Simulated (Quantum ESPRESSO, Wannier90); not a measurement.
## Ga₂AsP (R3m), plane waves to Wannier functions

```
Ga2AsP
1.0
   -1.96511     3.40367     0.00000
   -3.93022     0.00000     0.00000
   -1.96511     1.13456     6.41726
Ga P As
2 1 1
Direct
  0.99756   0.99756   0.00733
  0.50249   0.50249   0.49252
  0.62502   0.62502   0.12493
  0.12493   0.12493   0.62521
```

Cell from Materials Project (mp-1224789), symmetrised, no further relaxation. Not found in the COD (Crystallography Open Database) copy used; not checked further. Method: PBEsol plane waves in Quantum ESPRESSO 7.5 (PseudoDojo norm-conserving files, 68 Ry, spinors with spin-orbit coupling), Bloch states on a 4×4×4 mesh through Γ, Wannier90 4.0.1. Density: 10×10×10 mesh, cold smearing 0.01 Ry.

Valence charges of the files: Ga 13, P 5, As 15. 82 bands were computed.

Isolated groups of bands, relative to the valence-band maximum (bands from 47 on overlap up to the last one computed):

```tsv
bands	from (eV)	to (eV)	filling	weight on atomic waves
1–4	-35.66	-35.65	filled	As 3d 100 %
5–10	-34.93	-34.92	filled	As 3d 100 %
11–18	-15.22	-15.01	filled	Ga 3d 99 %
19–30	-14.79	-14.54	filled	Ga 3d 99 %
31–34	-12.80	-9.96	filled	As 4s 29 %, P 3s 27 %, Ga 4p 24 %
35–46	-7.01	0.00	filled	P 3p 30 %, As 4p 29 %, Ga 4p 23 %
```

Wanted is a model with the orbitals Ga s p, P s p, As s p, without the filled groups that are mainly made of other shells (semicore states, and anion s where it isn't named); all higher bands stay in for disentanglement.

Task: Give num_wann, exclude_bands and num_bands, and the number of electrons that the model holds.

Result: Electrons: 2×13 + 1×5 + 1×15 = 46, which fill 46 bands.
num_wann = 2 × (2×4 + 1×4 + 1×4) = 32.
exclude_bands = 1-30, 30 bands, so num_bands = 82 − 30 = 52.
The model holds 46 − 1×30 = 16 electrons. With the window frozen to 2.33 eV it follows pw.x to 46 meV rms (states up to 1.8 eV relative to the valence-band maximum).
